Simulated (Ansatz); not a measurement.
Consider the following.

GaAs:
```cif
data_As2Ga2
_chemical_formula_sum 'Ga2 As2'
_space_group_name_H-M_alt 'P 1'
_space_group_IT_number 1
_cell_length_a 3.94799
_cell_length_b 3.94799
_cell_length_c 6.51033
_cell_angle_alpha 90.000
_cell_angle_beta 90.000
_cell_angle_gamma 120.000
loop_
_space_group_symop_operation_xyz
  'x, y, z'
loop_
_atom_site_label
_atom_site_type_symbol
_atom_site_fract_x
_atom_site_fract_y
_atom_site_fract_z
_atom_site_occupancy
Ga1 Ga 0.33333 0.66667 0.00006 1
Ga2 Ga 0.66667 0.33333 0.50006 1
As1 As 0.33333 0.66667 0.37394 1
As2 As 0.66667 0.33333 0.87394 1
```

This is the LDA-relaxed structure.

### Question
All from the program Ansatz at the LDA level (PAW), unless another level is named. Predict the vibrational entropy at 300 K.

### Answer
32.8 J/(K·mol of atoms).

### Question
Next, the bulk modulus (Birch–Murnaghan fit)?

### Answer
73.8 GPa.

Space group P6_3mc (wurtzite). The workflow started from a Materials Project entry (that database holds measured and hypothetical structures alike); the Crystallography Open Database copy checked does not list it. It is not the phase usual at ambient conditions (space group No. 216). The cell was relaxed with LDA under the symmetry of its start; its stability against distortions is not shown here.

Potentials: the earlier of the program's two PAW sets. The files were generated under PBE; for other functionals the program regenerates the frozen cores, and for LDA and PBEsol the local potential too.
